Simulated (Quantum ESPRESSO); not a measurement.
```xyz
2
Lattice="3.9953 0.0000 0.0000 -1.9976 3.4600 0.0000 0.0000 0.0000 14.4000" Properties=species:S:1:pos:R:3 pbc="T T T"
Ge     0.0000     2.3067     0.7560
Te     0.0000     0.0000    -0.7560
```

The PBEsol cell relaxed from Materials Project entry mp-938 was given a biaxial strain of +3 % in the plane, and the atoms were relaxed again, with the Coulomb interaction truncated along z.

Problem. What does norm-conserving PBEsol (Quantum ESPRESSO, 82 Ry, without SOC) give for the electronic structure near the Fermi level?

Solution. The PBEsol gap is indirect, 1.79 eV, from 73 % of the way from K to Γ to Γ; the smallest direct gap is 1.91 eV. Without spin-orbit coupling, band edges of such heavy elements can be off by tenths of an eV.

This is a model layer cut from the bulk structure; whether it is stable on its own was not checked.
